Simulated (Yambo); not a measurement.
Yambo run on CdZnS2 (space group P3m1, No. 156). The wavefunctions are norm-conserving PBEsol (Quantum ESPRESSO, 102 Ry, no spin-orbit coupling) ones on a 3×3×2 mesh (26 occupied bands); a = 3.936 Å, b = 3.936 Å, c = 6.518 Å, α = 90.00°, β = 90.00°, γ = 120.00°.

Yambo input:

```
rim_cut
gw0
dyson
el_el_corr
HF_and_locXC
ppa
em1d
RandQpts= 1000000
RandGvec= 1 Ry
EXXRLvcs= 102 Ry
VXCRLvcs= 408 Ry
Chimod= "HARTREE"
% BndsRnXp
 9 | 179 |
%
NGsBlkXp= 1 Ry
% LongDrXp
 1.0 | 1.0 | 1.0 |
%
PPAPntXp= 27.2114 eV
% GbndRnge
 1 | 179 |
%
GTermKind= "BG"
DysSolver= "n"
ExtendOut
% QPkrange
 1 | 1 | 26 | 27 |
%
```

k points by index: 1 = Γ.

Table of the .qp output:

```
#    K-point    Band    Eo [eV]    E [eV]    E-Eo [eV]    Vxc [eV]    Vnlxc [eV]    Sc|Eo [eV]    Sc|E [eV]    dSc/dw|Eo [eV]    Re(Z)    Im(Z)
#
    1    26    0.000000    -0.472391    -0.472391    -15.63933    -18.85049    2.645954    2.738771    -5.345301    0.835814    -0.001243
    1    27    1.329626    2.314592    0.984966    -11.28560    -6.975356    -3.141227    -3.325278    -5.084130    0.842573    -0.001173
```
(The two width columns are left out.) Convergence of these settings isn't established.

Geometry relaxed with PBEsol.

The structure is a Materials Project entry; no match was found in the copy of COD used, and its stability was not checked.
